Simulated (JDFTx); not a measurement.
An input for JDFTx (a modified build) (Rh(100), CANDLE, water, 1 M NaCl; bohr, hartree) and the course of its log:

```
lattice \
  5.0856823471 0.0000000000 0.0000000000 \
  0.0000000000 5.0856823471 0.0000000000 \
  0.0000000000 0.0000000000 33.2591797934
coords-type Lattice
ion Rh 0.0000000000 0.0000000000 -0.2162482950 0
ion Rh 0.5000000000 0.5000000000 -0.1081241480 0
ion Rh 0.0000000000 0.0000000000 0.0000000000 0
ion Rh 0.5000000000 0.5000000000 0.1081241480 0
ion Rh 0.0000000000 0.0000000000 0.2162482950 0
ion-species pseudo/rh_pbe_v1.4.upf
elec-cutoff 20 100
elec-ex-corr gga-PBE
coulomb-interaction Slab 001
coulomb-truncation-embed 0 0 0
kpoint-folding 8 8 1
elec-smearing Fermi 0.01
elec-n-bands 50
target-mu -0.192566
electronic-scf nIterations 100 energyDiffThreshold 1e-07
fluid LinearPCM
pcm-variant CANDLE
fluid-solvent H2O
fluid-cation Na+ 1
fluid-anion Cl- 1
fluid-minimize nIterations 400 knormThreshold 1e-11
wavefunction read f0.wfns
elec-initial-eigenvals f0.eigenvals
elec-initial-fillings read f0.fillings
fluid-initial-state f0.fluidState
dump-name f0_u0.$VAR
dump End State Ecomponents EigStats BandEigs Forces ElecDensity IonicPositions Fillings Kpoints Dtot FluidDebug BoundCharge FluidDensity
```

```
[one cycle in 5 is shown, and the last three; fluid-solver lines are left out]
	FillingsUpdate:  mu: -0.192566000  nElectrons: 70.720054
SCF: Cycle:  0   G: -383.152623777632186   dG: +1.022e+01   |Residual|: 3.450e-01   |deigs|: 7.681e-09
	FillingsUpdate:  mu: -0.192566000  nElectrons: 75.150121
SCF: Cycle:  5   G: -393.349202579963332   dG: -3.588e-01   |Residual|: 2.350e-02   |deigs|: 4.398e-03
	FillingsUpdate:  mu: -0.192566000  nElectrons: 74.605353
SCF: Cycle: 10   G: -393.304591774433220   dG: +3.717e-02   |Residual|: 2.928e-02   |deigs|: 6.285e-04
	FillingsUpdate:  mu: -0.192566000  nElectrons: 74.979901
SCF: Cycle: 15   G: -393.369136022478983   dG: +1.319e-03   |Residual|: 3.964e-03   |deigs|: 2.727e-04
	FillingsUpdate:  mu: -0.192566000  nElectrons: 74.932666
SCF: Cycle: 20   G: -393.370500563358348   dG: -1.451e-05   |Residual|: 7.368e-05   |deigs|: 2.635e-05
	FillingsUpdate:  mu: -0.192566000  nElectrons: 74.932953
SCF: Cycle: 25   G: -393.370500907074586   dG: +7.716e-08   |Residual|: 3.458e-05   |deigs|: 3.160e-06
	FillingsUpdate:  mu: -0.192566000  nElectrons: 74.933778
SCF: Cycle: 30   G: -393.370500995195016   dG: +2.859e-08   |Residual|: 3.598e-05   |deigs|: 2.661e-06
	FillingsUpdate:  mu: -0.192566000  nElectrons: 74.933426
SCF: Cycle: 35   G: -393.370501055384921   dG: -1.109e-06   |Residual|: 2.249e-05   |deigs|: 5.899e-06
	FillingsUpdate:  mu: -0.192566000  nElectrons: 74.933841
SCF: Cycle: 40   G: -393.370500889756897   dG: +1.286e-07   |Residual|: 4.297e-05   |deigs|: 4.091e-06
	FillingsUpdate:  mu: -0.192566000  nElectrons: 74.933621
SCF: Cycle: 45   G: -393.370501040500358   dG: -8.366e-08   |Residual|: 3.583e-05   |deigs|: 2.415e-06
	FillingsUpdate:  mu: -0.192566000  nElectrons: 74.933374
SCF: Cycle: 50   G: -393.370501056203011   dG: +1.508e-09   |Residual|: 2.180e-05   |deigs|: 1.022e-06
	FillingsUpdate:  mu: -0.192566000  nElectrons: 74.932702
SCF: Cycle: 55   G: -393.370500562860343   dG: +4.858e-07   |Residual|: 7.902e-05   |deigs|: 4.523e-06
	FillingsUpdate:  mu: -0.192566000  nElectrons: 74.933426
SCF: Cycle: 60   G: -393.370501061674815   dG: -4.803e-07   |Residual|: 1.001e-05   |deigs|: 3.856e-06
	FillingsUpdate:  mu: -0.192566000  nElectrons: 74.935307
SCF: Cycle: 65   G: -393.370499148721763   dG: +1.911e-06   |Residual|: 1.674e-04   |deigs|: 8.391e-06
	FillingsUpdate:  mu: -0.192566000  nElectrons: 74.933556
SCF: Cycle: 70   G: -393.370501051466704   dG: +2.090e-09   |Residual|: 2.173e-05   |deigs|: 1.520e-06
	FillingsUpdate:  mu: -0.192566000  nElectrons: 74.932857
SCF: Cycle: 75   G: -393.370500763757150   dG: +2.877e-07   |Residual|: 6.494e-05   |deigs|: 3.553e-06
	FillingsUpdate:  mu: -0.192566000  nElectrons: 74.933639
SCF: Cycle: 80   G: -393.370501036739597   dG: -1.385e-07   |Residual|: 3.634e-05   |deigs|: 3.191e-06
	FillingsUpdate:  mu: -0.192566000  nElectrons: 74.933621
SCF: Cycle: 85   G: -393.370501039325177   dG: +1.332e-09   |Residual|: 2.817e-05   |deigs|: 6.250e-07
	FillingsUpdate:  mu: -0.192566000  nElectrons: 74.933935
SCF: Cycle: 90   G: -393.370500827457192   dG: +2.015e-07   |Residual|: 5.043e-05   |deigs|: 2.416e-06
	FillingsUpdate:  mu: -0.192566000  nElectrons: 74.933500
SCF: Cycle: 95   G: -393.370501058178831   dG: -5.919e-08   |Residual|: 1.996e-05   |deigs|: 1.810e-06
	FillingsUpdate:  mu: -0.192566000  nElectrons: 74.933665
SCF: Cycle: 97   G: -393.370501032029381   dG: -5.146e-06   |Residual|: 3.333e-05   |deigs|: 1.355e-05
	FillingsUpdate:  mu: -0.192566000  nElectrons: 74.933774
SCF: Cycle: 98   G: -393.370500991883034   dG: +4.015e-08   |Residual|: 3.500e-05   |deigs|: 8.468e-07
	FillingsUpdate:  mu: -0.192566000  nElectrons: 74.933822
SCF: Cycle: 99   G: -393.370500899438355   dG: +9.244e-08   |Residual|: 4.297e-05   |deigs|: 1.765e-06
SCF: None of the convergence criteria satisfied after 100 iterations.
IonicMinimize: Iter:   0  G: -393.370500899438355  |grad|_K:  0.000e+00
IonicMinimize: Converged (|grad|_K<1.000000e-04).
```

This run gave no converged result. The loop ran out of cycles short of its threshold. It has stalled and not diverged: the last ten energies span 5e-06 Ha, so the total is near its end, but levels, forces and the electron count aren't shown converged.
